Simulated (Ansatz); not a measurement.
# What DFT gives for TiB₂

```xyz
6
Lattice="3.0372 0.0000 0.0000 -1.5186 2.6302 0.0000 0.0000 0.0000 6.4737" Properties=species:S:1:pos:R:3 pbc="T T T"
Ti    0.0000    0.0000    0.0000
Ti    0.0000    0.0000    3.2369
B    -0.0002    1.7536    1.6184
B    -0.0002    1.7536    4.8553
B     1.5184    0.8767    1.6184
B     1.5184    0.8767    4.8553
```

The numbers come from plane-wave PAW DFT (Ansatz): PBE, non-collinear spin, 420 eV, 10×10×4 Γ-centred k points, cold occupations (width 0.0706 eV). Nothing was relaxed.

The state carries no moments; the state need not be the lowest.

Problem. Is the cell too large or too small?

Solution. The pressure is -1.7 GPa (compression positive), so with the atoms held at these fractions the cell would first shrink.

Problem. How is the charge shared?

Solution. Bader charges in e: Ti +1.45, B -0.73. In the mean Ti gives up most and B takes most.

Problem. Is there a gap?

Solution. It is a metal, with about 1 states/eV a cell as the mean within 0.25 eV of the Fermi level, mostly Ti d (82 %) and B p (16 %).

Problem. What is the formation energy?

Solution. -1.06 eV an atom against the elements' usual phases (free molecules for gases, crystals otherwise, with no correction for O₂ or N₂), so it is bound against them; other compounds may still compete. Relaxing would lower it.

Origin: a database entry at a rescaled volume.
